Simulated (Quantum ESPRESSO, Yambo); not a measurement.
# Levels of theory for the gap of RbLuO$_{2}$

RbLuO$_{2}$ (space group R-3m, No. 166): one geometry, one set of PBEsol (pw.x of Quantum ESPRESSO, ONCV potentials, scalar-relativistic) orbitals, self-energies from Yambo (4×4×4 Γ-centred k mesh, bands 2 to 129 and a 8 Ry block in the screening, 129 bands in G with the Bruneval-Gonze terminator, plasmon pole fitted at 27.2 eV).

Cell and atoms were relaxed with PBEsol from Materials Project entry mp-7480, within its symmetry.

```csv
level,gap Γ → F (eV),direct gap at Γ (eV),rough Yambo cost
PBEsol (Quantum ESPRESSO),3.22,3.45,–
exchange only (Hartree-Fock self-energy on PBEsol orbitals),11.82,12.29,about 1/10 (8 states)
static COHSEX@PBEsol,5.04,5.22,within a factor of two (3 states)
"G0W0@PBEsol, plasmon pole",3.96,4.16,1 (8 states)
```

Bare exchange has no screening and gives the widest gap; static COHSEX screens it but leaves out the frequency dependence, which G0W0 restores.

Costs are rough ratios of core time on shared machines.

Nearest settings tried, and what they do to the gap: 86 bands in W, 86 bands in G: +80 meV. Not varied: block, mesh. So the settings aren't converged at that level.

The 4f states are in the valence at their DFT position.
